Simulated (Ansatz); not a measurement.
Ag2O:
```
CELL_PARAMETERS angstrom
      4.63686     0.00000     0.00000
      0.00000     4.63686     0.00000
      0.00000     0.00000     4.63686
ATOMIC_POSITIONS crystal
  Ag 0.75000 0.75000 0.75000
  Ag 0.75000 0.25000 0.25000
  Ag 0.25000 0.25000 0.75000
  Ag 0.25000 0.75000 0.25000
  O  0.00000 0.00000 0.00000
  O  0.50000 0.50000 0.50000
```

Relaxed with LDA. Special points in fractions of this cell's reciprocal vectors: Γ (0.000, 0.000, 0.000); X (0.000, 0.500, 0.000); M (0.500, 0.500, 0.000); R (0.500, 0.500, 0.500).

### Question
List the band energies nearest the valence-band maximum at these points for LDA in the plane-wave PAW code Ansatz.

### Answer
In eV from the valence-band maximum; about four levels below and three above (degenerate sets whole), none deeper than 8.9 eV; points with the same levels are listed once.

| k | below | above |
|---|---|---|
| Γ | -2.72 -2.72 -2.72 0.00 0.00 0.00 | 0.11 1.68 1.68 |
| X | -1.77 -1.77 -0.53 -0.53 | 2.10 2.10 4.60 4.60 |
| M | -1.78 -1.78 -0.91 -0.91 | 1.99 1.99 3.71 3.71 |
| R | -1.75 -0.75 -0.75 -0.75 | 2.27 2.27 2.27 |

Space group Pn-3m. The LDA relaxation kept the symmetry of its start. At this level the phase is mechanically unstable. The run is not spin-polarised. Scalar-relativistic: spin–orbit coupling is off unless named, which matters more the heavier the elements.

Potentials: the later of the program's two PAW sets.
